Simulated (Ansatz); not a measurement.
VBiO4 (scheelite type, space group I4_1/a)

```
VBiO4
1.0
   -2.58302     2.58302     5.88974
    2.58302    -2.58302     5.88974
    2.58302     2.58302    -5.88974
Bi V O
2 2 8
Cartesian
  0.00000   2.58302   2.94487
  0.00000   0.00000   0.00000
  2.58302   0.00000   2.94487
  0.00000   0.00000   5.88974
  3.29792  -1.28705   3.86469
  1.86812   1.28705   3.86469
  1.28705   0.71490   6.80955
  1.29597   1.86812   0.91982
 -0.71490   1.28705   4.96992
  3.29792   1.29597  -0.91982
  1.29597  -0.71490   2.02505
  3.87006   0.71490   2.02505
```

This relaxed cell (volume V₀) is scaled evenly in all directions, its shape held. The atoms relax within the cell's symmetry.

Method: PBE (plane waves to 420 eV, PAW, scalar-relativistic; Ansatz, a quantum-chemistry and plane-wave program). k mesh 7×7×7 (Γ-centred), Fermi-Dirac smearing 0.05 eV. Stress and pressure are positive under compression. Spin-orbit coupling is left out, though Bi is heavy. The PAW data are Ansatz's earlier set. This is one of several known forms of VBiO4; the measured ambient cells at hand have space group No. 15 or 60. VBiO4 is run without spin polarisation. VBiO4 was relaxed with its symmetry unable to fall.

At one point of the scan the stress tensor (GPa) is:

```
   10.5      0.0      0.0
    0.0     10.5      0.0
    0.0      0.0      9.3
```

Question: Which point is it?
(A) V/V₀ = 0.933
(B) V/V₀ = 0.917
(C) V/V₀ = 0.967
(D) V/V₀ = 0.900

Answer: A, V/V₀ = 0.933

(A scan under strain: stresses follow from slopes of the energy per volume, elastic moduli from its curvatures.)
